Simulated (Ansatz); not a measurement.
## Two states of La2NiO4

```xyz
7
Lattice="-1.9181 1.9181 6.2694 1.9181 -1.9181 6.2694 1.9181 1.9181 -6.2694" Properties=species:S:1:pos:R:3 pbc="T T T"
La    0.0000    0.0000    4.5315
La    0.0000    0.0000    8.0073
Ni    0.0000    0.0000    0.0000
O     0.0000    1.9181    0.0000
O     1.9181    0.0000    0.0000
O     0.0000    0.0000    2.2194
O     0.0000    0.0000   10.3195
```

Single point in Ansatz 0.2.0 with r2SCAN. Cutoff 500 eV, PAW datasets, 7×7×7 Γ-centred k mesh, fermi-dirac filling (width 0.1 eV).

State A: no moments (no spin polarisation). State B: Ni3 up (collinear spin).

**Question.** Which state is lower, and how do they differ?

**Answer.** State B is lower by 86.8 meV an atom at zero smearing; in free energy at this smearing B lies -82.9 meV an atom from A.

```
state  free energy (meV/atom)  largest moment in a small sphere (μB)  net moment (μB/cell)  gap on mesh (eV)  pressure (GPa)  largest force (eV/Å)
    A                    82.9                                   0.00                  0.00             metal             0.4                  0.63
    B                     0.0                                   1.56                  1.93             metal             3.2                  0.60
```

Origin: a database entry at a rescaled volume. Caveats: semilocal functionals often miss the gap of such magnets; the k mesh is coarse if the cell is a metal.
